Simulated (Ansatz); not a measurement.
Here is the system:

Br:
```
CELL_PARAMETERS angstrom
      2.15750     1.24563     1.76075
     -2.15750     1.24563     1.76075
      0.00000    -2.49127     1.76075
ATOMIC_POSITIONS crystal
  Br 0.00000 0.00000 0.00000
```

This is the PBE+D3(BJ)-relaxed structure.

All from DFT-PBE+D3(BJ) in the program Ansatz with PAW potentials, unless another level is named. Give the electronic character.

metallic (no gap).

Give the density of states at the Fermi level.

1.3 states/eV per atom (mean over ±0.08 eV).

What about the gap with spin–orbit coupling?

none (metallic).

Space group Pm-3m (simple cubic). A made-up cell: these elements were put on the sites of a structure type; neither database checked (COD, Materials Project) lists it. It is not the usual solid phase (space group No. 64). Symmetry was held in the PBE+D3(BJ) relaxation. At this level the phase is mechanically unstable. The substance is a gas or liquid at ambient conditions. With an odd number of electrons in the cell and no spin polarisation, the count alone makes it a metal. Scalar-relativistic: spin–orbit coupling is off unless named, which matters more the heavier the elements.

Potentials: the later of the program's two PAW sets.
